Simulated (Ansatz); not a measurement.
**Structure relaxation, Pt**

The start is a relaxed Pt cell, doubled along one cell vector, shaken by Gaussian noise of σ = 0.08 Å a coordinate. The cell and all atomic positions are relaxed at zero pressure with r2SCAN (plane waves to 500 eV, PAW, scalar-relativistic; Ansatz, a quantum-chemistry and plane-wave program). The first steps use a coarse 6×12×12 k-mesh.

Input geometry:
```
Pt
1.0
    5.20707     0.00000     0.00000
    0.00000     2.60354     0.00000
    0.00000     0.00000     2.60354
Pt
2
Direct
  0.97240   0.99667   0.98109
  0.47537   0.93703   0.00007
```

```yaml
energy_released: 0.34 to 0.35 eV/atom (the two k-meshes of the run give this range)
relative_to_the_parent: "It does not go back: it reaches P6/mmm (No. 191), AFLOW prototype A_hP1_191_a (A_f, as in Sn), 0.33 eV/atom below the parent"
band_gap_at_the_end: zero (metallic)
optimiser_moves: 14
```

It ends as:

Space group P6/mmm (No. 191); a = b = c = 2.670 Å, α = β = 90.00°, γ = 120.00°

```
atom  site  symmetry       x       y       z
----  ----  --------  ------  ------  ------
Pt      1a     6/mmm  0.0000  0.0000  0.0000
```

Final values are on a 20×20×17 k-mesh of the relaxed cell. No spin polarisation in the result.

The run could not lose the symmetry of its start: the end is stationary, and may be a saddle point rather than a minimum.

The relaxed structure here is a generated cell of Pt: the first start was made by placing the elements on the sites of a structure type, and the end was not matched to a known phase here, so it may be hypothetical. Known forms of Pt include space group No. 225.
